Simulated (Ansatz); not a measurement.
BeS (P6_422), relaxed with PBE+D3(BJ) (Ansatz, a first-principles code, plane waves, PAW): a = 3.4060 Å, b = 3.4060 Å, c = 7.7183 Å, α = 90.00°, β = 90.00°, γ = 120.00°.

```
Property                         Value
-------------------------------  -----
gap (eV)                          2.59
ΔH_f (eV/atom)                   -0.79
B₀ by P(V) fit (GPa)               107
electron conductivity mass (mₑ)   0.38
```

Task: The same phase is relaxed and computed with r²SCAN+D4 in the same code. What are the cell and these values now?

Result: a = 3.4369 Å, b = 3.4369 Å, c = 7.8047 Å, α = 90.00°, β = 90.00°, γ = 120.00°.

- gap (eV): 3.15
- ΔH_f (eV/atom): -0.92
- B₀ by P(V) fit (GPa): 106
- electron conductivity mass (mₑ): 0.39

Typed or built starts, not in the databases checked: BeS, P6_422 (Be on 3c, S on 3d). All cells were relaxed under the symmetry of their starts (and spin orders); stability against distortions was not tested throughout.

Potentials: the earlier of the program's two PAW sets.

Ansatz is a plane-wave DFT program.

Formation energies count from the lowest solids of the elements computed at the same level, not from gases.
